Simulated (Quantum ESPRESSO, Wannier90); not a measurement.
# CdSe (wurtzite), plane waves to Wannier functions

```
CdSe
1.0
    4.34609     0.00000     0.00000
   -2.17304     3.76382     0.00000
    0.00000     0.00000     7.08984
Cd Se
2 2
Direct
  0.66667   0.33333   0.49995
  0.33333   0.66667   0.99995
  0.66667   0.33333   0.87591
  0.33333   0.66667   0.37591
```

Structure: Materials Project mp-1070, symmetrised, not relaxed again. COD (Crystallography Open Database) has an entry of this formula and space group (matched by these alone). Level: LDA, no spin polarisation, no spin-orbit coupling; pw.x of Quantum ESPRESSO at 82 Ry with PseudoDojo potentials, 6×6×4 k-points, Wannier90. Density: 12×12×6 mesh, Gaussian smearing 0.01 Ry. Spin-orbit coupling, left out, would split the p-like bands by a few tenths of an eV.

Base run: 16 functions from bands 19-20,31-58 of the 58 computed, start hydrogen-like Cd: s;p; Se: s;p, centres 0.05 Å off the atoms, frozen window up to 1.82 eV relative to the valence-band maximum, outer window open. Bands 21–30 (Cd 4d 96 %) lie between the kept ones and are excluded. Rows change the key named; with other orbitals the number of functions and the frozen window follow, as listed; window edges are relative to the valence-band maximum. The misfit compares interpolated bands with pw.x on a high-symmetry path, for states up to 1.3 eV relative to the valence-band maximum. Converged means that the tolerances were met: symmetric starts can stop on a saddle, which shows as a larger Ω_OD at equal Ω_I and can move the misfit too.

Rows with other orbitals or bands describe another subspace, so their Ω_I can't be set against the base's. Runs that didn't settle are not listed.

| setting | orbitals | bands | functions | frozen to (eV) | Ω_I (Å²) | Ω_D (Å²) | Ω_OD (Å²) | rms misfit (meV) | worst (meV) | ended |
|---|---|---|---|---|---|---|---|---|---|---|
| base | Cd sp, Se sp | 19-20,31-58 | 16 | 1.82 | 25.61 | 0.01 | 3.74 | 1.1 | 6.4 | converged |
| num_iter = 0 (projection only), orbitals on the atoms | Cd sp, Se sp | 19-20,31-58 | 16 | 1.82 | 25.61 | 0.02 | 11.65 | 2.0 | 10 | no minimisation |
| start: the same orbitals exactly on the atoms | Cd sp, Se sp | 19-20,31-58 | 16 | 1.82 | 25.61 | 0.01 | 3.75 | 1.1 | 6.4 | converged |
| other orbitals: Cd: s;p; Se: p | Cd sp, Se p | 31-58 | 14 | 1.82 | 26.32 | 0.01 | 3.06 | 1.4 | 7.8 | converged |
| start: sp3 on every atom | Cd sp, Se sp | 19-20,31-58 | 16 | 1.82 | 25.61 | 0.01 | 3.75 | 1.2 | 6.4 | converged |
| start: atomic waves of the pseudopotential files | Cd 5s, Se 4s, Se 4p | 19-20,31-58 | 10 | 1.82 | 19.91 | 0.02 | 2.07 | 5.3 | 65 | converged |
| atomic waves with projectability windows 0.01 and 0.95 | Cd 5s, Se 4s, Se 4p | 19-20,31-58 | 10 | 1.82 | 20.72 | 0.03 | 2.11 | 3.1 | 40 | converged |
